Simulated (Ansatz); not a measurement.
Consider the following.

TaRu:
```cif
data_RuTa
_chemical_formula_sum 'Ta1 Ru1'
_space_group_name_H-M_alt 'P4/mmm'
_space_group_IT_number 123
_space_group_name_Hall '-P 4 2'
_cell_length_a 3.02161
_cell_length_b 3.02161
_cell_length_c 3.39189
_cell_angle_alpha 90.000
_cell_angle_beta 90.000
_cell_angle_gamma 90.000
loop_
_atom_site_label
_atom_site_type_symbol
_atom_site_symmetry_multiplicity
_atom_site_Wyckoff_symbol
_atom_site_fract_x
_atom_site_fract_y
_atom_site_fract_z
_atom_site_occupancy
Ta1 Ta 1 d 0.50000 0.50000 0.50000 1
Ru1 Ru 1 a 0.00000 0.00000 0.00000 1
```

This is the PBEsol-relaxed structure.

Question: All from DFT-PBEsol in the program Ansatz with PAW potentials, unless another level is named. Estimate the density of states at the Fermi level.

Answer: 0.99 states/eV per atom (mean over ±0.08 eV).

Question: Predict the formation energy from the elements (no fitted shifts).

Answer: -28 kJ/mol of atoms.

The first step of the workflow began from a Materials Project structure, measured or hypothetical; the Crystallography Open Database files this formula in space group No. 123, but the cells were not matched. Its standing as an ambient phase is unchecked. Symmetry was held in the PBEsol relaxation; whether a distortion lowers the energy is not shown. The run is not spin-polarised. The references are the lowest solids computed at this level, not always the standard phases. Spin–orbit coupling is left out wherever it is not named.

Potentials: the earlier of the program's two PAW sets. The files were generated under PBE; for other functionals the program regenerates the frozen cores, and for LDA and PBEsol the local potential too.
